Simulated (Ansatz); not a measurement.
Ge:
```
Ge
1.0
   -3.48361     3.48361     3.48361
    3.48361    -3.48361     3.48361
    3.48361     3.48361    -3.48361
Ge
8
Direct
  0.50000   0.00000   0.79889
  0.50000   0.00000   0.20111
  0.70111   0.70111   0.70111
  0.29889   0.29889   0.29889
  0.00000   0.79889   0.50000
  0.00000   0.20111   0.50000
  0.79889   0.50000   0.00000
  0.20111   0.50000   0.00000
```

Relaxed with r²SCAN. Special points in fractions of this cell's reciprocal vectors: Γ (0.000, 0.000, 0.000); H (0.500, -0.500, 0.500); N (0.000, 0.000, 0.500); P (0.250, 0.250, 0.250).

Q: List the band energies nearest the Fermi level at these points for plane-wave PAW r²SCAN with spin–orbit coupling (Ansatz code).

A: In eV from the Fermi level; about four levels below and three above (degenerate sets whole), none deeper than 8.9 eV; points with the same levels are listed once.

```
k                                            below                                    above
-  -----------------------------------------------  ---------------------------------------
Γ              -1.42 -1.42 -1.42 -1.42 -0.96 -0.96            1.72 1.72 1.80 1.80 1.80 1.80
H                          -2.48 -2.48 -1.45 -1.45            0.13 0.13 0.37 0.37 0.37 0.37
N                          -1.25 -1.25 -1.25 -1.25                      0.53 0.53 0.53 0.53
P  -2.91 -2.91 -2.91 -2.91 -2.91 -2.91 -2.82 -2.82  2.25 2.25 2.35 2.35 2.35 2.35 2.35 2.35
```

Space group Ia-3. The first step of the workflow began from a Materials Project structure, measured or hypothetical; the Crystallography Open Database copy checked does not list it. It is not the phase usual at ambient conditions (space group No. 227). The cell was relaxed with r²SCAN under the symmetry of its start; whether a distortion lowers the energy is not shown.

Potentials: the later of the program's two PAW sets.
